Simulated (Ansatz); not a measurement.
ZrRh (CsCl type, Pm-3m) at seven volumes, plane-wave PAW PBEsol (Ansatz code), scaled uniformly. One row is withheld.

| V (Å³/atom) | P (GPa) |
|---|---|
| 15.676 | 21.03 |
| 16.193 | 12.90 |
| 16.710 | ? |
| 17.226 | 0.00 |
| 17.743 | -5.04 |
| 18.260 | -9.34 |
| 18.777 | -13.00 |

Question: Fit the shown pressures and predict the withheld one.

Answer: Third-order Birch–Murnaghan: P = (3/2)B₀(x^(7/2) − x^(5/2))[1 + (3/4)(B′ − 4)(x − 1)] with x = (V₀/V)^(2/3). Least squares on the six rows gives V₀ = 17.227 Å³/atom, B₀ = 181.8 GPa, B′ = 4.32. At V = 16.710, x = 1.0205 and P = 5.92 GPa. The run itself gave 5.93 GPa.

The workflow started from an entry of the Crystallography Open Database (COD), which files this formula under 2 space groups. Its standing as an ambient phase is unchecked. Symmetry was held in the PBEsol relaxation; its stability against distortions is not shown here. The run is not spin-polarised.

Potentials: the later of the program's two PAW sets.
